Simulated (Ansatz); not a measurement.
LaTe: frozen-core PAW against all-electron methods

```
La Te
1.0
    -0.06422    3.17889    3.17889
     3.17889   -0.06422    3.17889
     3.17889    3.17889   -0.06422
La Te
1 1
Direct
  0.00000 0.00000 0.00000
  0.50000 0.50000 0.50000
```

Atom numbers follow the list: La1, Te2.

The conventional cell has a = 4.586 Å, b = 4.586 Å, c = 10.901 Å, α = 90.00°, β = 90.00°, γ = 120.00°. La (atom 1) has 6 Te at 3.21 Å as nearest neighbours. Around Te (atom 2) lie 6 La at 3.21 Å.

The cell is COD entry 1537884, as deposited and not checked against the literature; nothing was relaxed. The listed cell was then made from it by scaling, straining or moving an atom.

Spin–orbit coupling is left out, though it moves levels of the heavy atoms by tenths of an eV or more.

All numbers are computed: DFT, LDA, PAW with Ansatz's default frozen-core files, scalar-relativistic (Ansatz 0.2.0); DFT, LDA, all-electron PAW with datasets made for the crystal, scalar-relativistic (Ansatz 0.2.0); DFT, LDA, all-electron LAPW, scalar-relativistic (Ansatz 0.2.0).

For PAW: a Γ-centred 10×10×10 k mesh, Fermi–Dirac smearing of 0.08 eV, cutoff 420 eV, no spin polarisation; the PAW files were made with PBE, and the program remakes their frozen cores for this functional. The crystal-made all-electron datasets (AE datasets) take a cutoff of 260 eV at this cell. LAPW targets a basis error of 1 meV/atom. The Ansatz runs share mesh, smearing and spin set-up. Plane-wave (PAW) pressures include the program's estimate of the Pulay term.

Stress and pressure are positive in compression.

The change that made this cell: equal xy, yz and zx engineering shear strains of -2 %.

Spin–orbit coupling is left out, which moves gradients at and beside heavy atoms by some per cent and at worst by a factor of two.

In a metal, gradients converge slowly with the k mesh: the values move by tens of per cent from one mesh to another, at times in sign, so only the comparison on one mesh counts.

```tsv
quantity	PAW	AE datasets	LAPW
pressure (GPa)	-2.18	-2.15	-2.15
stress yz (GPa)	0.20	0.20	0.20
stress xz (GPa)	0.20	0.20	0.20
stress xy (GPa)	0.20	0.20	0.20
field gradient Vzz at Te2 (10²¹ V/m²)	-0.68	-0.66	–
```

PAW's pressure differs from the LAPW value by -0.03 GPa.
